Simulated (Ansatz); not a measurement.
Given:

MnSi:
```cif
data_Mn4Si4
_chemical_formula_sum 'Mn4 Si4'
_space_group_name_H-M_alt 'P 1'
_space_group_IT_number 1
_cell_length_a 4.51861
_cell_length_b 4.51861
_cell_length_c 4.51861
_cell_angle_alpha 90.000
_cell_angle_beta 90.000
_cell_angle_gamma 90.000
loop_
_space_group_symop_operation_xyz
  'x, y, z'
loop_
_atom_site_label
_atom_site_type_symbol
_atom_site_fract_x
_atom_site_fract_y
_atom_site_fract_z
_atom_site_occupancy
Mn1 Mn 0.36361 0.13639 0.86361 1
Mn2 Mn 0.13639 0.86361 0.36361 1
Mn3 Mn 0.86361 0.36361 0.13639 1
Mn4 Mn 0.63639 0.63639 0.63639 1
Si1 Si 0.65483 0.84517 0.15483 1
Si2 Si 0.84517 0.15483 0.65483 1
Si3 Si 0.15483 0.65483 0.84517 1
Si4 Si 0.34517 0.34517 0.34517 1
```
The run is spin-polarised; directions of the spins, atom by atom: ↑ ↑ ↑ ↑ 0 0 0 0.

This is the PBE-relaxed structure.

**Question.** All from the program Ansatz at the PBE level (PAW), unless another level is named. Estimate the electronic character.

**Answer.** metallic (no gap).

**Question.** Predict the density of states at the Fermi level.

**Answer.** 0.52 states/eV per atom (mean over ±0.08 eV).

**Question.** What about the formation energy from the elements (no fitted shifts)?

**Answer.** -449 meV/atom.

Space group P2_13. The cell was relaxed with PBE under the symmetry of its start. The final state is ferromagnetic, chosen from 4 collinear starts compared on coarse meshes (ties went to the first, and starts can fall back to one state), not a proven ground state. Textbook magnetic order: helical. The references are the lowest solids computed at this level, not always the standard phases.

Potentials: the earlier of the program's two PAW sets.
